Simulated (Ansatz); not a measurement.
Ag₂S:
Space group Cmcm (No. 63); a = 4.653 Å, b = 6.934 Å, c = 7.211 Å, α = 90.00°, β = 90.00°, γ = 90.00°

| atom | site | symmetry | x | y | z |
|---|---|---|---|---|---|
| Ag | 4a | 2/m.. | 0.0000 | 0.0000 | 0.0000 |
| Ag | 4c | m2m | 0.0000 | 0.3933 | 0.2500 |
| S | 4c | m2m | 0.0000 | 0.2268 | 0.7500 |
(The calculation used a cell of 6 atoms; values per cell refer to that cell.)

Relaxed with PBEsol.

**Question.** Give the optical modes at the zone centre with their infrared activity from DFPT, DFT-PBEsol in the program Ansatz with PAW potentials.

**Answer.** Transverse frequencies, without the LO–TO term; a row sums one degenerate level.

```
ω (cm⁻¹)  degeneracy  IR ((D/Å)²/amu)     activity  symmetry
--------  ----------  ---------------  -----------  --------
28                 1             0.06           IR       B1u
38                 1             0.00  IR-inactive       B3g
43                 1             0.01  IR-inactive       B2u
47                 1             0.00  IR-inactive       B1g
53                 1             0.44           IR       B1u
53                 1             0.00  IR-inactive        Au
54                 1             0.00  IR-inactive        Ag
70                 1             0.47           IR       B3u
113                1             1.16           IR       B2u
238                1             0.00  IR-inactive        Ag
255                1             5.66           IR       B3u
257                1             0.00  IR-inactive       B1g
264                1             0.00  IR-inactive       B3g
289                1             4.20           IR       B2u
294                1             3.17           IR       B1u
```

**Question.** How high does the top mode go among those that the LO–TO term moves?

**Answer.** 271 cm⁻¹ for q along x, 302 cm⁻¹ for q along y, 305 cm⁻¹ for q along z.

The first step of the workflow began from a Materials Project structure, measured or hypothetical; the Crystallography Open Database copy checked does not list it. COD files the formula under space group No. 4, 14, so this cell is another polymorph or a model. Its standing as an ambient phase is unchecked. The cell was relaxed with PBEsol under the symmetry of its start; of distortions, only those at the zone centre were tested. The run is not spin-polarised.

Potentials: the later of the program's two PAW sets.
